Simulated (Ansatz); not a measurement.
**HgTe: from a starting cell to a relaxed one**

The start is a generated cell, HgTe placed in the AFLOW prototype AB_hP8_194_ad_f (B_i, as in TiAs). The structure is fully relaxed (lattice and positions, P = 0) with r2SCAN (plane waves to 500 eV, PAW, scalar-relativistic; Ansatz, a quantum-chemistry and plane-wave program). The first steps use a 8×8×3 k-mesh.

Starting cell:
```
HgTe
1.0
    4.65290     0.00000     0.00000
   -2.32645     4.02953     0.00000
    0.00000     0.00000    15.69716
Hg Te
4 4
Cartesian
  0.00000   2.68636   1.96214
  2.32645   1.34318   9.81072
  2.32645   1.34318  13.73501
  0.00000   2.68636   5.88643
  0.00000   0.00000   0.00000
  0.00000   0.00000   7.84858
  0.00000   2.68636  11.77287
  2.32645   1.34318   3.92429
```

Task: What is the largest force in the starting geometry, and on which atom (counted from 1)?

Result: 0.07 eV/Å, on Hg1, Hg2, Hg3, Hg4 (atoms numbered as listed).

Task: How does the volume per atom move from start to end?

Result: -22.3 %, from 36.79 to 28.59 Å³/atom.

Task: How do the shortest distances between atoms change?

Result: The closest pairs of elements (up to four, under 3.6 Å), start → end: Hg–Te 3.33 → 3.03 Å.

Task: What band gap does the relaxed structure have at this level?

Result: No gap (metallic).

Task: Write out the relaxed structure.

Result: 
Space group P6₃/mmc (No. 194); a = 4.3077 Å, b = 4.3077 Å, c = 14.2317 Å, α = 90.00°, β = 90.00°, γ = 120.00°

```json
[
 {"atom": "Hg", "site": "4f", "symmetry": "3m.", "x": "0.3333", "y": "0.6667", "z": "0.1221"},
 {"atom": "Te", "site": "2a", "symmetry": "-3m.", "x": "0.0000", "y": "0.0000", "z": "0.0000"},
 {"atom": "Te", "site": "2d", "symmetry": "-6m2", "x": "0.6667", "y": "0.3333", "z": "0.2500"}
]
```

The space group stays P6₃/mmc (No. 194) (the run could not lower it); the end is AFLOW prototype AB_hP8_194_ad_f (B_i, as in TiAs), with 8 atoms in the primitive cell. Final values are on a 13×13×4 k-mesh of the relaxed cell. No spin polarisation in the result.

The run could not lose the symmetry of its start: the end is stationary, and may be a saddle point rather than a minimum.

The relaxed structure here is a generated cell of HgTe: the first start was made by placing the elements on the sites of a structure type, and the end was not matched to a known phase here, so it may be hypothetical. Known forms of HgTe include space group No. 216.
